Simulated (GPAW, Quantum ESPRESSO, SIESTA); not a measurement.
One calculation of Ga3Se, 3 ways

```xyz
4
Lattice="4.4325 0.0000 0.0000 0.0000 4.4325 0.0000 0.0000 0.0000 4.4325" Properties=species:S:1:pos:R:3 pbc="T T T"
Se    0.0042    0.0104    0.0121
Ga    2.2707    2.1785   -0.0018
Ga    2.2445    0.0052    2.2030
Ga    0.0223    2.2095    2.1762
```

The cell comes from a database or a generator and needn't be the stable form of this composition.

Atoms were shifted at random by some hundredths of an Å from the given cell, which wasn't relaxed again for these runs.

Alike in all runs: task single point; functional PBE; k mesh 6 × 6 × 6; occupations fermi-dirac, width 0.05 eV; no spin polarisation; no spin-orbit coupling. Pressure is positive in compression and, in plane waves, holds the error of the finite cutoff.

```json
{"program and potentials": "Quantum ESPRESSO, SSSP 1.3 efficiency PBE", "plane-wave cutoff (eV)": "952", "notes": "11.25 valence electrons an atom on average", "band gap (eV)": "no gap", "pressure (GPa)": "-0.62", "largest force (eV/Å)": "0.083", "energy over the undisturbed cell (meV/atom)": "0.88"}
{"program and potentials": "SIESTA, files PseudoDojo sr-pbe-0.4.1-standard, DZP (energy shift 0.003 Ry; two zetas on semicore shells)", "plane-wave cutoff (eV)": "-", "notes": "atomic basis; 13.75 valence electrons an atom on average", "band gap (eV)": "no gap", "pressure (GPa)": "0.42", "largest force (eV/Å)": "0.115", "energy over the undisturbed cell (meV/atom)": "1.53"}
{"program and potentials": "GPAW, GPAW PAW data sets (gpaw-data 1.2.1)", "plane-wave cutoff (eV)": "600", "notes": "3.75 valence electrons an atom on average", "band gap (eV)": "no gap", "pressure (GPa)": "-0.80", "largest force (eV/Å)": "0.086", "energy over the undisturbed cell (meV/atom)": "0.89"}
```

Force on atom 2 (Ga), eV/Å:

```csv
program and potentials,x,y,z
"Quantum ESPRESSO, SSSP 1.3 efficiency PBE",-0.041,0.048,-0.055
"SIESTA, files PseudoDojo sr-pbe-0.4.1-standard, DZP (energy shift 0.003 Ry; two zetas on semicore shells)",-0.062,0.077,-0.059
"GPAW, GPAW PAW data sets (gpaw-data 1.2.1)",-0.042,0.049,-0.057
```

None finds a gap. The pressure spans -0.80 (GPAW, GPAW PAW data sets (gpaw-data 1.2.1)) to 0.42 GPa (SIESTA, files PseudoDojo sr-pbe-0.4.1-standard, DZP (energy shift 0.003 Ry; two zetas on semicore shells)). Rows in atomic bases carry the error of their basis and grid, which can be large.

Differences between rows come from potentials, basis sets and numerical settings, since the functional is the same but for its coding. Runs on potential files found faulty are left out.
